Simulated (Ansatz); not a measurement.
## WS2 under strain — ³³S NMR of the central transition

Cell: a structure deposited in the COD, relaxed with PBE at fixed cell and then changed (z compressed by 3 %, ions relaxed).

```yaml
crystal:
  lattice:
    - [3.15320, 0.00000, 0.00000]
    - [-1.57660, 2.73075, 0.00000]
    - [0.00000, 0.00000, 11.95331]
  atoms:
    - { symbol: W, position: [0.33333, 0.66667, 0.25000] }
    - { symbol: W, position: [0.66667, 0.33333, 0.75000] }
    - { symbol: S, position: [0.33333, 0.66667, 0.61854] }
    - { symbol: S, position: [0.66667, 0.33333, 0.11854] }
    - { symbol: S, position: [0.33333, 0.66667, 0.88146] }
    - { symbol: S, position: [0.66667, 0.33333, 0.38146] }
```

Atoms are numbered from 1 in the order listed; like atoms form one site, named after its first atom.

Level of theory: DFT, PBE, plane waves and PAW, scalar-relativistic, collinear spin, 420 eV cutoff, Γ-centred 16×16×4 k-points, Fermi–Dirac smearing 0.02 eV (Ansatz 0.2.0). Start moments as typed (μB): 2 on each W, none on the rest.

³³S has I = 3/2 and Q = -69.40 mb (Pyykkö 2018); at 35.2 T its Larmor frequency is ν₀ = 115.2 MHz. Only the quadrupole interaction is simulated: positions count from each site's isotropic chemical shift, and J coupling is left out, as are shift anisotropy and dipolar coupling, which fast spinning averages.

Simulated pattern of one S site (fast magic-angle spinning, Gaussian broadening 0.8 kHz):

(offset (kHz), height): (-28.83, 0), (-28.15, 0), (-27.47, 3), (-26.79, 4), (-26.12, 5), (-25.44, 4), (-24.76, 5), (-24.09, 5), (-23.41, 5), (-22.73, 5), (-22.05, 5), (-21.38, 5), (-20.70, 5), (-20.02, 5), (-19.35, 6), (-18.67, 6), (-17.99, 13), (-17.32, 66), (-16.64, 72), (-15.96, 50), (-15.28, 42), (-14.61, 37), (-13.93, 36), (-13.25, 34), (-12.58, 33), (-11.90, 33), (-11.22, 32), (-10.54, 32), (-9.87, 33), (-9.19, 34), (-8.51, 35), (-7.84, 37), (-7.16, 40), (-6.48, 44), (-5.81, 51), (-5.13, 65), (-4.45, 100), (-3.77, 67), (-3.10, 4), (-2.42, 0)

Task: Which |C_Q| and η does the pattern imply?

Result: The pattern spans 23.7 kHz before broadening and its centre of gravity is at -11.1 kHz, which fixes P_Q; the places of the horns and steps fix η. That gives P_Q = 7.14 MHz, |C_Q| = 7.14 MHz and η = 0.00. The sign of C_Q can't be read from the pattern.

An axis of threefold or higher order runs through S, so V_zz lies along it and η is zero.

Without spin–orbit coupling the gradients at and beside W can be off by some per cent, at some sites by more. At this changed cell the PBE pressure is 5 GPa. The start moments die out, and the run ends without spin.

The relaxation (4 steps) took 94 s of wall time (95 s of CPU time) and 0.84 GiB at its peak, on 1 thread of Intel Xeon Platinum 8488C (Sapphire Rapids) (x86_64; 16 cores open to the job, memory cap 3.0 GiB, no GPU), a shared host with a load of 0.5 a core.
